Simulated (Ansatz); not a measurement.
YOF (space group R-3m)

```
YOF
1.0
    1.88710     1.08951     6.27280
   -1.88710     1.08951     6.27280
    0.00000    -2.17903     6.27280
Y O F
2 2 2
Direct
  0.74126   0.74126   0.74126
  0.25874   0.25874   0.25874
  0.62153   0.62153   0.62153
  0.37847   0.37847   0.37847
  0.13015   0.13015   0.13015
  0.86985   0.86985   0.86985
```

The slice is a (1 -1 0 2) plane (indices of the conventional cell) through the point (0.870, 0.870, 0.870) (fractional), spanned by u = [1 0 -1] and v = [010] in vectors of this cell: u (3.77 Å) and v (6.64 Å, at 90° to u). It covers one period; positions are fractions (u, v).

Calculation: PBEsol (plane waves to 420 eV, PAW, scalar-relativistic; Ansatz, a program for electronic structure). k mesh 10×10×10. These are valence fields of a PAW run, semicore shells included where kept as valence: close to a nucleus they are smooth pseudo fields. YOF is run without spin polarisation. YOF was relaxed with its symmetry unable to fall.

### Question
Sketch the valence electron density on this plane as a map.

### Answer
```
|@@##++::        ::++##|
|**++--..        ..--++|
|----::            ::--|
|::::..            ..::|
|==--::..        ..::--|
|++++--::::::::::::--++|
|**++==--========--==++|
|++++--==++####++==--++|
|------==##%%%%##==----|
|..::::==##%%%%##==::::|
|  ..::--++####++--::..|
|    ..::==++++==::..  |
|    ....--------....  |
|    ..::--====--::..  |
|    ..--++****++--..  |
|......--++****++--....|
|----::--++****++--::--|
|**++------====------++|
|@@##++--::::::::--++##|
|@@%%**--..    ..--**%%|
```
Scale: ten equal steps from -1.49 (start of ' ') to 1.15 (end of '@'), in the order ' .:-=+*#%@'. Values: log₁₀ of the valence density in e/Å³. The map has 11 points along u (two characters each, u = 0 at the left) and 20 along v (v = 0 in the bottom row). The scale is logarithmic, as a density can span decades between atoms and voids.
